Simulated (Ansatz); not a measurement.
Relaxed-ion elastic tensor of WSe2 in space group P6_3/mmc (No. 194; W on 2c, Se on 4f) in GPa (Voigt order), LDA in the plane-wave PAW code Ansatz; density 9.68 g/cm³, 19.54 Å³ per atom.

```json
[
 {"": "1", "1": "211", "2": "40.4", "3": "12.3", "4": "0.0", "5": "0.0", "6": "0.0"},
 {"": "2", "1": "40.4", "2": "211", "3": "12.3", "4": "0.0", "5": "0.0", "6": "0.0"},
 {"": "3", "1": "12.3", "2": "12.3", "3": "51.8", "4": "0.0", "5": "0.0", "6": "0.0"},
 {"": "4", "1": "0.0", "2": "0.0", "3": "0.0", "4": "20.9", "5": "0.0", "6": "0.0"},
 {"": "5", "1": "0.0", "2": "0.0", "3": "0.0", "4": "0.0", "5": "20.9", "6": "0.0"},
 {"": "6", "1": "0.0", "2": "0.0", "3": "0.0", "4": "0.0", "5": "0.0", "6": "85.2"}
]
```

Is the crystal mechanically stable?

Yes: the smallest eigenvalue of C is 20.9 GPa.

Work out the Voigt, Reuss and Hill averages.

K_V = 67.0, K_R = 41.6, K_H = 54.3; G_V = 52.6, G_R = 33.1, G_H = 42.9 GPa.

Give Young's modulus, Poisson's ratio, Pugh's ratio and the universal anisotropy index.

E = 9KG/(3K + G) = 102 GPa; ν = 0.19; K/G = 1.27 (brittle by the Pugh limit of 1.75); A_U = 5G_V/G_R + K_V/K_R − 6 = 3.55.

Estimate the sound speeds and the Debye temperature.

v_l = √((K + 4G/3)/ρ) = 3390 m/s, v_t = √(G/ρ) = 2100 m/s, mean 2320 m/s; Θ = (h/k)(3n/4πV)^(1/3) v_m = 256 K.

Solve the Christoffel equation for the three sound speeds along x, y, z.

Eigenvalues of C_ijkl n_j n_l equal ρv². In km/s, slowest first: x 1.47, 2.97, 4.67; y 1.47, 2.97, 4.67; z 1.47, 1.47, 2.31.

How much does each axis shrink under pressure?

Linear compressibilities β_i = Σ_j S_ij (j = 1 to 3): x 3.1, y 3.1, z 18 per TPa.

The LDA relaxation kept the symmetry of its start; phonons on a q-mesh show no instability. No spin polarisation was allowed. A crystal of weakly bound layers computed without a dispersion correction: the cell and the soft elastic constants depend strongly on that. Scalar-relativistic: spin–orbit coupling is off unless named, which matters more the heavier the elements.

Potentials: the earlier of the program's two PAW sets.
